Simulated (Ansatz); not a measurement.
Sr$_{2}$MgH$_{6}$:
```yaml
crystal:
  lattice:
    - [5.47141, 0.00000, 0.00000]
    - [-2.73570, 4.73838, 0.00000]
    - [0.00000, 0.00000, 4.18718]
  atoms:
    - { symbol: Sr, position: [0.66667, 0.33333, 0.26347] }
    - { symbol: Sr, position: [0.33333, 0.66667, 0.73653] }
    - { symbol: Mg, position: [0.00000, 0.00000, 0.00000] }
    - { symbol: H, position: [0.82327, 0.64654, 0.76522] }
    - { symbol: H, position: [0.17673, 0.35346, 0.23478] }
    - { symbol: H, position: [0.35346, 0.17673, 0.76522] }
    - { symbol: H, position: [0.64654, 0.82327, 0.23478] }
    - { symbol: H, position: [0.82327, 0.17673, 0.76522] }
    - { symbol: H, position: [0.17673, 0.82327, 0.23478] }
```

Relaxed with r²SCAN. Special points in fractions of this cell's reciprocal vectors: Γ (0.000, 0.000, 0.000); M (0.500, 0.000, 0.000); K (0.333, 0.333, 0.000); A (0.000, 0.000, 0.500); L (0.500, 0.000, 0.500); H (0.333, 0.333, 0.500).

**Question.** List the band energies nearest the valence-band maximum at these points for r²SCAN with spin–orbit coupling (plane waves, PAW; program Ansatz).

**Answer.** In eV from the valence-band maximum; about four levels below and three above (degenerate sets whole), none deeper than 8.9 eV; points with the same levels are listed once.

```tsv
k	below	above
Γ	-0.41 -0.41 -0.38 -0.38	3.33 3.33 5.19 5.19
M	-0.35 -0.35 -0.03 -0.03	4.12 4.12 4.33 4.33
K	-1.06 -1.06 -1.06 -1.06 0.00 0.00	3.91 3.91 4.21 4.21
A	-1.74 -1.74 -1.74 -1.74	5.66 5.66 5.73 5.73
L	-1.99 -1.99 -1.31 -1.31	3.67 3.67 3.76 3.76
H	-1.86 -1.86 -1.86 -1.86	4.40 4.40 4.46 4.46
```

Space group P-3m1. The workflow started from a Materials Project entry (that database holds measured and hypothetical structures alike); the Crystallography Open Database copy checked does not list it. Its standing as an ambient phase is unchecked. The cell was relaxed with r²SCAN under the symmetry of its start; its stability against distortions is not shown here.

Potentials: the later of the program's two PAW sets.
